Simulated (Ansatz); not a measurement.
## How much do the gradients of SiO2 depend on the method?

Cell: a COD entry, ions relaxed with PBE at fixed cell.

Space group P4_12_12 (No. 92); a = 4.9790, c = 6.9500 Å.

| site | Wyckoff | site symmetry | x | y | z |
| --- | --- | --- | --- | --- | --- |
| Si | 4a | ..2 | 0.3044 | 0.3044 | 0.0000 |
| O | 8b | 1 | 0.2371 | 0.1148 | 0.1843 |

One atom of each set is listed.

First run. Level of theory: DFT, PBE, plane waves and PAW, scalar-relativistic, 420 eV cutoff, Γ-centred 5×5×4 k-points, Fermi–Dirac smearing 0.02 eV (Ansatz 0.2.0).

```
site  V_zz (10²¹ V/m²)     η
  Si             -0.39  0.78
   O              9.48  0.19
```

Second run. The same atoms and settings, except that the functional is r2SCAN and the cutoff is 500 eV.

Q: What does the second run give?

A: 

| site | V_zz | η | change of V_zz |
| --- | --- | --- | --- |
| Si | -0.38 | 0.72 | +0.01 |
| O | 9.36 | 0.19 | -0.12 |

The largest change of V_zz is on O, from 9.48 to 9.36. In per cent, |V_zz| changes by -1 on O (all sites that start above 0.5).

For the second run: The largest force is 0.3 eV/Å, so the atoms aren't at the calculated equilibrium and relaxing them would move these values.
